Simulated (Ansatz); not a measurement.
# Structure relaxation, CoGe2

The relaxed structure here is a generated cell of CoGe2: the first start was made by placing the elements on the sites of a structure type, and the end was not matched to a known phase here, so it may be hypothetical.

The start is a generated cell, CoGe2 built in the AFLOW prototype A2B_oP12_62_2c_c (C37, as in Co2Si). Cell shape, volume and atoms are optimised at zero target pressure with r2SCAN (plane waves to 500 eV, PAW, scalar-relativistic; Ansatz, a program for electronic structure). The first steps use a coarse 4×5×3 k-mesh.

Starting cell:
```yaml
crystal:
  lattice:
    - [5.29416, 0.00000, 0.00000]
    - [0.00000, 4.02391, 0.00000]
    - [0.00000, 0.00000, 7.65274]
  atoms:
    - { symbol: Ge, position: [0.53800, 0.25000, 0.78200] }
    - { symbol: Ge, position: [0.03800, 0.25000, 0.71800] }
    - { symbol: Ge, position: [0.46200, 0.75000, 0.21800] }
    - { symbol: Ge, position: [0.96200, 0.75000, 0.28200] }
    - { symbol: Ge, position: [0.17400, 0.25000, 0.06200] }
    - { symbol: Ge, position: [0.67400, 0.25000, 0.43800] }
    - { symbol: Ge, position: [0.82600, 0.75000, 0.93800] }
    - { symbol: Ge, position: [0.32600, 0.75000, 0.56200] }
    - { symbol: Co, position: [0.70200, 0.25000, 0.11100] }
    - { symbol: Co, position: [0.20200, 0.25000, 0.38900] }
    - { symbol: Co, position: [0.29800, 0.75000, 0.88900] }
    - { symbol: Co, position: [0.79800, 0.75000, 0.61100] }
```
Spin-polarised start, with parallel moments on Co.

* **Largest initial force**: about 1.2 eV/Å, on Ge1, Ge2, Ge3, Ge4 (atoms numbered as listed)
* **Energy released**: 0.32 eV/atom
* **Volume change**: +3.1 %, from 13.59 to 14.00 Å³/atom
* **Shortest distances (start → end)**: The closest pairs of elements (up to four, under 3.6 Å), start → end: Co–Ge 2.50 → 2.38 Å; Ge–Ge 2.69 → 2.61 Å; Co–Co 3.39 → 3.48 Å
* **Band gap at the end**: no gap (metallic)
* **Optimiser moves**: 19

Final values are on a 6×11×5 k-mesh of the relaxed cell. Spin state reached: ferromagnetic (net 0.16 μB/atom), from parallel starting moments; other spin orders were not run from this start. r2SCAN tends to overstate moments in metals.

The run could not lose the symmetry of its start: the end is stationary, and may be a saddle point rather than a minimum.
